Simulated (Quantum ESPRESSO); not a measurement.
**Band energies of CsO**

```xyz
4
Lattice="-2.1342 3.1775 3.7177 2.1342 -3.1775 3.7177 2.1342 3.1775 -3.7177" Properties=species:S:1:pos:R:3 pbc="T T T"
O      0.0000     3.9188     0.0000
O      0.0000     2.4362     0.0000
Cs     0.0000     0.0000     1.8941
Cs     0.0000     0.0000     5.5414
```

PBEsol (pw.x of Quantum ESPRESSO, ONCV potentials, no spin-orbit coupling); path ΓXLTWRX1ZΓYSW,L1Y,Y1Z; energies in eV from the valence-band maximum.

| k (1/Å) | point | band 11 | band 12 | band 13 | band 14 | band 15 | band 16 | band 17 | band 18 |
|---|---|---|---|---|---|---|---|---|---|
| 0.00 | Γ | -5.56 | -4.07 | -4.01 | -0.80 | 0.00 | 1.87 | 2.12 | 2.80 |
| 0.33 |  | -5.57 | -3.99 | -3.75 | -0.82 | -0.15 | 2.57 | 2.57 | 3.24 |
| 0.76 |  | -5.49 | -3.61 | -3.55 | -0.75 | -0.58 | 2.59 | 3.48 | 4.30 |
| 0.98 | X | -5.44 | -3.68 | -3.64 | -0.71 | -0.67 | 2.64 | 3.67 | 4.32 |
| 0.98 | L | -5.44 | -3.67 | -3.65 | -0.74 | -0.68 | 2.66 | 3.58 | 4.47 |
| 1.12 |  | -5.46 | -3.65 | -3.60 | -0.80 | -0.73 | 2.68 | 3.46 | 3.96 |
| 1.41 | T | -5.44 | -3.69 | -3.55 | -0.88 | -0.77 | 2.68 | 2.97 | 3.38 |
| 1.55 |  | -5.43 | -3.64 | -3.59 | -0.89 | -0.75 | 2.76 | 3.04 | 3.51 |
| 1.84 | W | -5.39 | -3.68 | -3.51 | -0.90 | -0.70 | 3.20 | 3.31 | 3.56 |
| 2.08 |  | -5.38 | -3.66 | -3.49 | -0.87 | -0.57 | 2.98 | 3.51 | 4.17 |
| 2.33 | R | -5.36 | -3.63 | -3.48 | -0.87 | -0.41 | 2.81 | 3.50 | 4.99 |
| 2.57 |  | -5.41 | -3.62 | -3.55 | -0.82 | -0.52 | 2.67 | 3.57 | 4.90 |
| 2.82 | X1 | -5.44 | -3.68 | -3.64 | -0.71 | -0.67 | 2.64 | 3.67 | 4.32 |
| 2.92 |  | -5.42 | -3.78 | -3.68 | -0.73 | -0.63 | 2.62 | 3.70 | 4.22 |
| 3.31 | Z | -5.37 | -4.22 | -3.72 | -0.70 | -0.51 | 1.99 | 3.71 | 3.73 |
| 3.69 |  | -5.43 | -4.17 | -3.82 | -0.64 | -0.46 | 2.52 | 2.96 | 3.22 |
| 3.97 |  | -5.53 | -4.06 | -4.01 | -0.77 | -0.11 | 2.06 | 2.35 | 3.05 |
| 4.16 | Γ | -5.56 | -4.07 | -4.01 | -0.80 | 0.00 | 1.87 | 2.12 | 2.80 |
| 4.35 |  | -5.51 | -4.04 | -3.99 | -0.75 | -0.09 | 1.72 | 2.67 | 3.07 |
| 4.73 |  | -5.42 | -3.97 | -3.86 | -0.57 | -0.55 | 2.20 | 2.84 | 4.75 |
| 5.01 | Y | -5.38 | -4.17 | -3.73 | -0.69 | -0.52 | 2.03 | 3.35 | 3.91 |
| 5.38 |  | -5.41 | -4.04 | -3.83 | -0.58 | -0.54 | 2.51 | 3.25 | 4.27 |
| 5.57 | S | -5.41 | -4.02 | -3.85 | -0.60 | -0.49 | 2.55 | 3.73 | 3.91 |
| 5.73 |  | -5.41 | -3.95 | -3.82 | -0.62 | -0.53 | 2.58 | 3.91 | 3.96 |
| 5.98 |  | -5.40 | -3.76 | -3.68 | -0.72 | -0.68 | 2.80 | 3.77 | 3.86 |
| 6.30 | W | -5.39 | -3.68 | -3.51 | -0.90 | -0.70 | 3.20 | 3.31 | 3.56 |
| 6.30 | L1 | -5.44 | -3.67 | -3.65 | -0.74 | -0.68 | 2.66 | 3.58 | 4.47 |
| 6.60 |  | -5.39 | -4.03 | -3.74 | -0.72 | -0.55 | 2.30 | 3.42 | 4.00 |
| 6.80 | Y | -5.38 | -4.17 | -3.73 | -0.69 | -0.52 | 2.03 | 3.35 | 3.91 |
| 6.80 | Y1 | -5.38 | -4.17 | -3.73 | -0.69 | -0.52 | 2.03 | 3.35 | 3.91 |
| 6.93 | Z | -5.37 | -4.22 | -3.72 | -0.70 | -0.51 | 1.99 | 3.71 | 3.73 |

The PBEsol gap is indirect, 1.72 eV, from Γ to 22 % of the way from Γ to Y; the smallest direct gap is 1.80 eV.

Geometry relaxed with PBEsol.

The structure is a Materials Project entry; no match was found in the copy of COD used, and its stability was not checked.

Letters of k points follow the standard setting of the lattice, whose axes may be ordered differently from the printed cell.
